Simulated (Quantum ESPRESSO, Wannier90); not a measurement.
# Ca₃SnO (anti-perovskite), plane waves to Wannier functions

```xyz
5
Lattice="4.8265 0.0000 0.0000 0.0000 4.8265 0.0000 0.0000 0.0000 4.8265" Properties=species:S:1:pos:R:3 pbc="T T T"
Ca     2.4132     0.0000     2.4132
Ca     0.0000     2.4132     2.4132
Ca     2.4132     2.4132     0.0000
Sn     0.0000     0.0000     0.0000
O      2.4132     2.4132     2.4132
```

Materials Project entry mp-29241; symmetrised, unrelaxed at this level. COD (Crystallography Open Database) has an entry of this formula and space group (matched by these alone). Computed values, not measurements, from PBEsol: Quantum ESPRESSO (norm-conserving PseudoDojo potentials, cutoff 68 Ry, no spin polarisation, no spin-orbit coupling) on a Γ-centred 4×4×4 mesh, then Wannier90. Density: 6×6×6 mesh, cold smearing 0.01 Ry. Spin-orbit coupling is left out although heavy elements are present.

A tight-binding model is made by disentanglement and projection with no localisation steps (num_iter = 0), so the 26 orbitals stay atom-like: hydrogen-like Ca: s;d; Sn: s;p; O: s;p, axes along x, y, z; frozen window up to 1.50 eV relative to the Fermi level. It follows pw.x to 24 meV rms for states up to 1.0 eV relative to the Fermi level. Matrix elements depend on this choice of orbitals and windows.

### Question
What are the on-site energies relative to the Fermi level, and how fast do the hoppings decay?

### Answer
```
atom  orbitals  energy (eV)
----  --------  -----------
Ca1          s         4.04
Ca1        dz2         3.55
Ca1        dxz         3.65
Ca1    dyz dxy         3.57
Ca1     dx2-y2         4.09
Ca2          s         4.04
Ca2        dz2         3.55
Ca2    dxz dxy         3.57
Ca2        dyz         3.65
Ca2     dx2-y2         4.09
Ca3          s         4.04
Ca3        dz2         4.36
Ca3    dxz dyz         3.57
Ca3     dx2-y2         3.28
Ca3        dxy         3.65
Sn4          s        -5.45
Sn4   pz px py         1.17
O5           s       -17.74
O5    pz px py        -3.88
```

```
distance of the centres (Å)  largest modulus (eV)
---------------------------  --------------------
2–3                                           1.4
3–4                                          0.90
4–5                                          0.20
5–6                                          0.12
6–7                                          0.22
7–8                                         0.024
8–9                                         0.037
```
